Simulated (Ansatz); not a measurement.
Given:

PbS:
```yaml
crystal:
  lattice:
    - [2.08711, 1.20500, 3.40711]
    - [-2.08711, 1.20500, 3.40711]
    - [0.00000, -2.40999, 3.40711]
  atoms:
    - { symbol: Pb, position: [0.50000, 0.50000, 0.50000] }
    - { symbol: S, position: [0.00000, 0.00000, 0.00000] }
```

This is the PBEsol-relaxed structure.

Question: All from DFT-PBEsol in the program Ansatz with PAW potentials, unless another level is named. Estimate the hole effective mass.

Answer: 0.074, 0.11, 0.11 mₑ (principal values).

Question: And the gap with spin–orbit coupling?

Answer: 0.23 eV (the band order may be inverted).

Question: What about the formation energy from the elements (no fitted shifts)?

Answer: -52 kJ/mol of atoms.

Question: Next, the band gap?

Answer: 0.19 eV (smallest direct gap 0.19 eV).

Question: Give the weight of the valence-edge state by species (Voronoi cells).

Answer: S 68 %, Pb 32 %.

Question: And the weight of the conduction-edge state by species (Voronoi cells)?

Answer: Pb 60 %, S 40 %.

Space group Fm-3m (rock salt). The cell was relaxed with PBEsol under the symmetry of its start. The references are the lowest solids computed at this level, not always the standard phases. Scalar-relativistic: spin–orbit coupling is off unless named, which matters more the heavier the elements.

Potentials: the later of the program's two PAW sets.
